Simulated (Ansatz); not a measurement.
# KCl: strain energy, fitted

KCl, Fm-3m, a = 6.289 Å. Ansatz: r2SCAN, PAW, 500 eV, Γ-centred 6×6×4 mesh on 4 atoms, Gaussian smearing 0.02 eV; no spin polarisation. Series: equal strain along all axes, cell held, atoms fixed by symmetry; x is the strain in per cent. y is the free energy over the unstrained cell, V0 = 31.092 Å³/atom.

```tsv
x (%)	y (meV/atom)
-3.0	?
-2.0	7.74
-1.0	1.97
0.0	0.00
1.0	1.40
2.0	5.80
3.0	12.86
```

Problem. Fit y = c2 x² + c3 x³ to the other rows, turn c2 into a modulus, and predict the missing energy.

Solution. Least squares on the rows shown. y = 1.7207 x² − 0.10128 x³. In eV per unit strain² c2 is 17.21; the stiffness is B for this strain (E = 9/2 B V0 ε², shape held): 2 × 17.21 × 160.2 / (9 × 31.092) = 19.7 GPa. The unstrained cell keeps some stress along the strain, worth a slope of -0.22 meV/atom per %, which the form leaves out. With a term in x⁴ added, the coefficient of x² becomes 1.618, 6 % less, which shows how far this figure hangs on the form. At x = -3.0 the fit asked for gives 18.22 meV/atom. The run gave 17.78 meV/atom, so the fit is 0.44 meV/atom too high, 2.5 % of the span of the series, against an rms of 0.18 meV/atom on the fitted rows. The row lies outside the fitted range. With a term in x⁴ added, a fit to the same known rows predicts 19.47 meV/atom, further off still.